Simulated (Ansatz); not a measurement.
## Mo: the functional and the phonons

Mo in the bcc lattice, relaxed with PBE.

```
CELL_PARAMETERS angstrom
-1.58131 1.58131 1.58131
1.58131 -1.58131 1.58131
1.58131 1.58131 -1.58131
ATOMIC_POSITIONS crystal
Mo 0.00000 0.00000 0.00000
```

DFT in Ansatz; PBE; Ansatz hand-made PAW at 500 eV; k mesh 8×8×8; Fermi–Dirac smearing of 0.1 eV; no spin. Harmonic phonons by finite displacements in cells commensurate with each q, in cm⁻¹; i marks an unstable mode.

Caveats: coarse k mesh; soft modes or ε∞ of this crystal moved by over a tenth between k meshes, so they aren't converged.

At 15.82 Å³ an atom it gives lowest mode at q = [0.5, -0.5, 0.5] (cm⁻¹) 185; top mode at q = [0.5, -0.5, 0.5] (cm⁻¹) 185.

**Question.** Repeat with LDA in a typed cell of 15.78 Å³ an atom, on the same kind of potentials and mesh. What changes?

**Answer.** 
```csv
functional,cutoff (eV),volume (Å³/atom),"lowest mode at q = [0.5, -0.5, 0.5] (cm⁻¹)","top mode at q = [0.5, -0.5, 0.5] (cm⁻¹)"
LDA in a typed cell of 15.78 Å³ an atom,500,15.78,173,173
```
